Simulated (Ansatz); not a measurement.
A relaxed structure of InP. Level of theory: r2SCAN (plane waves to 500 eV, PAW, scalar-relativistic; Ansatz, a program for electronic structure).

```xyz
12
Lattice="4.1741 0.0000 0.0000 -2.0871 3.6149 0.0000 0.0000 0.0000 20.4844" Properties=species:S:1:pos:R:3 pbc="T T T"
In     0.0000     0.0000     0.0043
In     0.0000     0.0000    10.2465
In     0.0000     2.4099     3.4213
In     2.0871     1.2050    13.6635
In     0.0000     2.4099    17.0737
In     2.0871     1.2050     6.8314
P      0.0000     0.0000     2.5689
P      0.0000     0.0000    12.8111
P      0.0000     2.4099     5.9784
P      2.0871     1.2050    16.2206
P      0.0000     2.4099    19.6306
P      2.0871     1.2050     9.3883
```

Task: Find the space group and the Wyckoff positions (tolerance 0.01 Å).

Result: Space group P6₃mc (No. 186); a = b = 4.174 Å, c = 20.484 Å, α = β = 90.00°, γ = 120.00°

| atom | site | symmetry | x | y | z |
|---|---|---|---|---|---|
| In | 2a | 3m. | 0.0000 | 0.0000 | 0.0002 |
| In | 2b | 3m. | 0.3333 | 0.6667 | 0.1670 |
| In | 2b | 3m. | 0.6667 | 0.3333 | 0.3335 |
| P | 2a | 3m. | 0.0000 | 0.0000 | 0.1254 |
| P | 2b | 3m. | 0.3333 | 0.6667 | 0.2919 |
| P | 2b | 3m. | 0.6667 | 0.3333 | 0.4583 |

This is the AFLOW prototype AB_hP12_186_a2b_a2b (B6, as in SiC).

Task: Give the shortest distances between elements (the closest pairs, up to four, under 3.6 Å).

Result: In–P 2.56 Å.

```json
{
 "volume_per_atom": "25.76 Å³",
 "density": "4.70 g/cm³",
 "band_gap": "1.05 eV, direct at Γ (no spin-orbit coupling)"
}
```

No spin polarisation in the result.

The run could not lose the symmetry of its start.

The first start was generated by placing the elements on the sites of a structure type. Materials Project lists a structure of InP in the same space group, P6₃mc (No. 186); the sites were not compared with it, nor with measured phases. Known forms of InP include space group No. 216.
